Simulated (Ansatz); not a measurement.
AlGa3N4:
```yaml
crystal:
  lattice:
    - [4.42702, 0.00000, 0.00000]
    - [0.00000, 4.42702, 0.00000]
    - [0.00000, 0.00000, 4.42702]
  atoms:
    - { symbol: Al, position: [0.00000, 0.00000, 0.00000] }
    - { symbol: Ga, position: [0.50000, 0.50000, 0.00000] }
    - { symbol: Ga, position: [0.00000, 0.50000, 0.50000] }
    - { symbol: Ga, position: [0.50000, 0.00000, 0.50000] }
    - { symbol: N, position: [0.75481, 0.75481, 0.24519] }
    - { symbol: N, position: [0.75481, 0.24519, 0.75481] }
    - { symbol: N, position: [0.24519, 0.24519, 0.24519] }
    - { symbol: N, position: [0.24519, 0.75481, 0.75481] }
```

x, y and z are the axes in which the lattice vectors are written.

Question: Give the high-frequency dielectric tensor and the Born effective charge tensors of the independent atoms from DFPT, the program Ansatz at the LDA level (PAW).

Answer: 
ε∞:
```
5.39  0.00  0.00
0.00  5.39  0.00
0.00  0.00  5.39
```
Z* of atom 1 (Al), rows: field, columns: displacement, in e:
```
2.57  0.00  0.00
0.00  2.57  0.00
0.00  0.00  2.57
```
Z* of atom 2 (Ga), rows: field, columns: displacement, in e:
```
2.57  0.00  0.00
0.00  2.57  0.00
0.00  0.00  2.68
```
Z* of atom 5 (N), rows: field, columns: displacement, in e:
```
-2.60   0.06  -0.06
 0.06  -2.60  -0.06
-0.06  -0.06  -2.60
```

Space group P-43m. The first step of the workflow began from a Materials Project structure, measured or hypothetical; the Crystallography Open Database copy checked does not list it. With Al and Ga taken as one species the cell has the higher symmetry F-43m, so it may be an ordered model of a mixed-site phase. Whether it is the stable phase at ambient conditions was not checked. The cell was relaxed with LDA under the symmetry of its start; its stability against distortions is not shown here. Spin–orbit coupling is left out wherever it is not named.

Potentials: the later of the program's two PAW sets.
